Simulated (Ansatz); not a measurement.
MoW:
```cif
data_Mo4W4
_chemical_formula_sum 'Mo4 W4'
_space_group_name_H-M_alt 'Fm-3m'
_space_group_IT_number 225
_space_group_name_Hall '-F 4 2 3'
_cell_length_a 5.21157
_cell_length_b 5.21157
_cell_length_c 5.21157
_cell_angle_alpha 90.000
_cell_angle_beta 90.000
_cell_angle_gamma 90.000
loop_
_atom_site_label
_atom_site_type_symbol
_atom_site_symmetry_multiplicity
_atom_site_Wyckoff_symbol
_atom_site_fract_x
_atom_site_fract_y
_atom_site_fract_z
_atom_site_occupancy
Mo1 Mo 4 a 0.00000 0.00000 0.00000 1
W1 W 4 b 0.50000 0.50000 0.50000 1
```
(The calculation used a cell of 2 atoms; values per cell refer to that cell.)

Relaxed with r²SCAN.

Problem. Tabulate the valence density and the electron localisation function along the shortest Mo–W contact (2.61 Å), the program Ansatz at the r²SCAN level (PAW).

Solution. 

| distance from Mo (Å) | density (e/Å³) | ELF |
|---|---|---|
| 0.26 | 6.54 | 0.54 |
| 0.39 | 6.14 | 0.70 |
| 0.52 | 4.99 | 0.77 |
| 0.65 | 3.46 | 0.76 |
| 0.78 | 2.07 | 0.66 |
| 0.91 | 1.15 | 0.50 |
| 1.04 | 0.72 | 0.38 |
| 1.17 | 0.55 | 0.35 |
| 1.30 | 0.51 | 0.38 |
| 1.43 | 0.56 | 0.38 |
| 1.56 | 0.74 | 0.40 |
| 1.69 | 1.21 | 0.52 |
| 1.82 | 2.14 | 0.67 |
| 1.95 | 3.46 | 0.76 |
| 2.08 | 4.77 | 0.74 |
| 2.21 | 5.41 | 0.58 |
| 2.35 | 5.01 | 0.26 |

The density is the valence pseudo-density with augmentation charge, so density and ELF within about 1 Å of a nucleus are not all-electron values.

The start of the workflow was typed in or built on a structure type; neither database checked (COD, Materials Project) lists it. Its standing as an ambient phase is unchecked. The r²SCAN relaxation kept the symmetry of its start. At this level the phase is mechanically unstable. The run is not spin-polarised. Its formation energy is positive at this level, so the cell may be metastable or incomplete. Spin–orbit coupling is left out wherever it is not named.

Potentials: the later of the program's two PAW sets.
